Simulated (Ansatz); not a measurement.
Computed with DFT PBEsol, scalar-relativistic, plane waves, PAW (Ansatz).

Structure of Ba₂IrO₄:

```yaml
crystal:
  lattice:
    - [-1.99188, 1.99188, 6.59492]
    - [1.99188, -1.99188, 6.59492]
    - [1.99188, 1.99188, -6.59492]
  atoms:
    - { symbol: Ba, position: [0.35467, 0.35467, 0.00000] }
    - { symbol: Ba, position: [0.64533, 0.64533, 0.00000] }
    - { symbol: Ir, position: [0.00000, 0.00000, 0.00000] }
    - { symbol: O, position: [0.50000, 0.00000, 0.50000] }
    - { symbol: O, position: [0.15529, 0.15529, 0.00000] }
    - { symbol: O, position: [0.84471, 0.84471, 0.00000] }
    - { symbol: O, position: [0.00000, 0.50000, 0.50000] }
```

Plane waves to 420 eV, a k mesh through Γ of 12×12×12 on the computed 7-atom cell and Gaussian smearing (0.10 eV); no spin polarisation.

Levels along Γ–X–P–N–Γ–M–S | S0–Γ | X–R | G–M, in eV from the Fermi level, sorted by energy at each point. Points in fractions of the primitive reciprocal vectors: Γ (0.000 0.000 0.000), X (0.000 0.000 0.500), P (0.250 0.250 0.250), N (0.000 0.500 0.000), M (0.500 0.500 -0.500), S (0.273 0.727 -0.273), S0 (-0.273 0.273 0.273), R (-0.046 0.046 0.500), G (0.500 0.500 -0.046).
```csv
point,"k (1/Å, with 2π)",band 27,band 28,band 29,band 30,band 31,band 32,band 33
Γ,0.000,-2.29,-2.13,-2.13,-0.95,-0.95,-0.33,1.49
-,0.159,-2.36,-2.21,-2.18,-0.99,-0.96,0.15,1.68
-,0.319,-2.23,-2.07,-1.81,-1.00,-0.92,1.20,2.10
-,0.478,-2.23,-2.06,-1.08,-0.80,-0.73,2.43,2.55
-,0.637,-2.19,-2.14,-0.45,-0.42,-0.37,2.90,3.65
-,0.797,-2.17,-2.14,-0.03,0.02,0.04,3.08,3.73
-,0.956,-2.10,-2.06,0.26,0.29,0.36,2.94,3.49
X,1.115,-2.06,-1.97,0.37,0.39,0.47,2.81,3.47
-,1.149,-2.06,-1.97,0.37,0.39,0.47,2.83,3.47
-,1.183,-2.07,-1.97,0.37,0.39,0.47,2.86,3.47
-,1.217,-2.08,-1.98,0.37,0.38,0.48,2.92,3.47
-,1.251,-2.07,-1.99,0.37,0.38,0.49,3.00,3.46
-,1.285,-2.06,-2.00,0.37,0.38,0.50,3.09,3.46
-,1.319,-2.04,-2.01,0.37,0.38,0.50,3.21,3.46
P,1.353,-2.03,-2.03,0.37,0.37,0.51,3.33,3.33
-,1.466,-2.07,-2.06,0.30,0.35,0.45,3.26,3.40
-,1.579,-2.21,-2.13,0.11,0.28,0.31,3.16,3.60
-,1.691,-2.40,-2.19,-0.17,0.14,0.18,2.98,3.80
-,1.804,-2.47,-2.21,-0.47,-0.03,0.08,2.53,3.94
-,1.917,-2.47,-2.23,-0.74,-0.16,-0.01,1.76,3.93
-,2.029,-2.44,-2.23,-0.94,-0.24,-0.06,1.01,3.89
N,2.142,-2.43,-2.23,-1.02,-0.27,-0.08,0.69,3.88
-,2.260,-2.50,-2.15,-1.02,-0.37,-0.17,0.68,3.79
-,2.377,-2.63,-2.04,-1.02,-0.66,-0.41,0.66,3.50
-,2.495,-2.58,-1.97,-1.12,-0.99,-0.71,0.61,3.06
-,2.613,-2.43,-2.00,-1.64,-1.00,-0.92,0.51,2.52
-,2.730,-2.31,-2.19,-2.14,-0.98,-0.98,0.27,1.97
-,2.848,-2.26,-2.24,-2.17,-0.97,-0.96,-0.10,1.60
Γ,2.966,-2.29,-2.13,-2.13,-0.95,-0.95,-0.33,1.49
-,3.034,-2.33,-2.12,-2.12,-0.94,-0.94,-0.33,1.51
-,3.102,-2.44,-2.10,-2.10,-0.91,-0.91,-0.33,1.56
-,3.170,-2.56,-2.08,-2.08,-0.86,-0.86,-0.33,1.61
-,3.238,-2.67,-2.05,-2.05,-0.82,-0.82,-0.33,1.64
-,3.306,-2.73,-2.02,-2.02,-0.78,-0.78,-0.33,1.64
-,3.374,-2.75,-2.00,-2.00,-0.75,-0.75,-0.33,1.62
M,3.442,-2.76,-1.99,-1.99,-0.74,-0.74,-0.33,1.62
-,3.545,-2.74,-2.08,-2.02,-0.76,-0.76,-0.14,1.72
-,3.647,-2.43,-2.28,-2.07,-0.79,-0.79,0.20,2.04
-,3.749,-2.47,-2.32,-1.78,-0.84,-0.77,0.44,2.54
-,3.852,-2.45,-2.30,-1.30,-0.89,-0.66,0.56,3.02
-,3.954,-2.60,-2.24,-0.94,-0.86,-0.46,0.62,3.38
-,4.056,-2.64,-2.23,-0.97,-0.52,-0.24,0.66,3.61
S,4.159,-2.62,-2.19,-1.00,-0.32,-0.10,0.67,3.71
S0,4.159,-2.62,-2.19,-1.00,-0.32,-0.10,0.67,3.71
-,4.282,-2.66,-2.09,-1.03,-0.29,-0.10,0.68,3.69
-,4.405,-2.74,-1.97,-1.05,-0.51,-0.31,0.68,3.49
-,4.528,-2.65,-1.89,-1.05,-0.93,-0.63,0.64,3.12
-,4.651,-2.49,-1.92,-1.48,-1.03,-0.91,0.54,2.60
-,4.774,-2.32,-2.10,-2.08,-1.00,-1.00,0.33,2.03
-,4.896,-2.26,-2.24,-2.18,-0.97,-0.97,-0.07,1.61
Γ,5.019,-2.29,-2.13,-2.13,-0.95,-0.95,-0.33,1.49
X,5.019,-2.06,-1.97,0.37,0.39,0.47,2.81,3.47
-,5.034,-2.06,-1.97,0.37,0.39,0.47,2.81,3.47
-,5.048,-2.06,-1.97,0.37,0.39,0.46,2.82,3.47
-,5.063,-2.06,-1.97,0.36,0.38,0.46,2.82,3.47
-,5.077,-2.06,-1.97,0.36,0.37,0.45,2.83,3.46
-,5.092,-2.06,-1.97,0.35,0.37,0.44,2.83,3.46
-,5.107,-2.05,-1.97,0.35,0.36,0.43,2.84,3.46
R,5.121,-2.05,-1.98,0.34,0.35,0.42,2.85,3.46
G,5.121,-2.05,-1.98,0.34,0.35,0.42,2.85,3.46
-,5.266,-2.04,-2.03,0.16,0.18,0.20,3.03,3.39
-,5.411,-2.14,-2.05,-0.18,-0.15,-0.08,3.25,3.26
-,5.556,-2.33,-2.09,-0.69,-0.49,-0.36,3.01,3.08
-,5.700,-2.55,-2.11,-1.30,-0.77,-0.57,2.06,2.65
-,5.845,-2.60,-2.10,-1.98,-0.86,-0.69,0.98,2.21
-,5.990,-2.72,-2.17,-2.04,-0.80,-0.73,0.07,1.80
M,6.135,-2.76,-1.99,-1.99,-0.74,-0.74,-0.33,1.62
```

Spin-orbit coupling is left out, which matters for the bands of heavy elements. Spin polarisation was left out, and a magnetic state may lie lower.

Cost: 1 run of about 4.4 core-minutes, on AMD EPYC 7R43 (Zen 3) (shared hosts).